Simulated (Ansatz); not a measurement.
Sb2Se3:
```yaml
crystal:
  lattice:
    - [4.04310, 0.00000, 0.00000]
    - [-2.02155, 3.50143, 0.00000]
    - [0.00000, 0.00000, 10.12586]
  atoms:
    - { symbol: Sb, position: [0.33333, 0.66667, 0.18655] }
    - { symbol: Sb, position: [0.66667, 0.33333, 0.81345] }
    - { symbol: Se, position: [0.00000, 0.00000, 0.00000] }
    - { symbol: Se, position: [0.33333, 0.66667, 0.66131] }
    - { symbol: Se, position: [0.66667, 0.33333, 0.33869] }
```

Relaxed with r²SCAN. Special points in fractions of this cell's reciprocal vectors: Γ (0.000, 0.000, 0.000); M (0.500, 0.000, 0.000); K (0.333, 0.333, 0.000); A (0.000, 0.000, 0.500); L (0.500, 0.000, 0.500); H (0.333, 0.333, 0.500).

List the band energies nearest the valence-band maximum at these points for DFT-r²SCAN in the program Ansatz with PAW potentials.

In eV from the valence-band maximum; about four levels below and three above (degenerate sets whole), none deeper than 8.9 eV; points with the same levels are listed once.

```csv
k,below,above
Γ,-1.88 -1.58 -1.58 0.00,0.45 1.36 1.36
M,-2.82 -2.30 -1.83 -0.60,1.21 2.25 2.53
K,-3.09 -3.09 -2.23 -1.15 -1.15,1.48 2.92 2.92
A,-1.62 -1.62 -0.88 -0.71,0.64 1.36 1.36
L,-2.41 -1.73 -1.71 -1.07,1.02 1.99 2.28
H,-3.52 -3.52 -2.47 -0.62 -0.62,2.05 2.39 2.39
```

Space group P-3m1 (La2O3 or Ni2Al3 type). A made-up cell: these elements were put on the sites of a structure type; neither database checked (COD, Materials Project) lists it. It is not the phase usual at ambient conditions (space group No. 62). Symmetry was held in the r²SCAN relaxation; whether a distortion lowers the energy is not shown. Spin–orbit coupling is left out wherever it is not named.

Potentials: the earlier of the program's two PAW sets.
